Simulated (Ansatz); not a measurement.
Given:

SiNi2:
Space group Pnma (No. 62); a = 4.9495 Å, b = 3.6947 Å, c = 7.0051 Å, α = 90.00°, β = 90.00°, γ = 90.00°

| atom | site | symmetry | x | y | z |
|---|---|---|---|---|---|
| Si | 4c | .m. | 0.2107 | 0.7500 | 0.1145 |
| Ni | 4c | .m. | 0.4579 | 0.2500 | 0.2948 |
| Ni | 4c | .m. | 0.1700 | 0.7500 | 0.4400 |

This is the r²SCAN-relaxed structure.

Question: All from r²SCAN in the plane-wave PAW code Ansatz, unless another level is named. Predict the electronic character.

Answer: metallic (no gap).

Question: Next, the density of states at the Fermi level?

Answer: 0.49 states/eV per atom (mean over ±0.08 eV).

Question: Predict the formation energy from the elements (no fitted shifts).

Answer: -0.53 eV/atom.

The r²SCAN relaxation kept the symmetry of its start; of distortions, only those at the zone centre were tested. No spin polarisation was allowed. The references are the lowest solids computed at this level, not always the standard phases.

Potentials: the earlier of the program's two PAW sets.
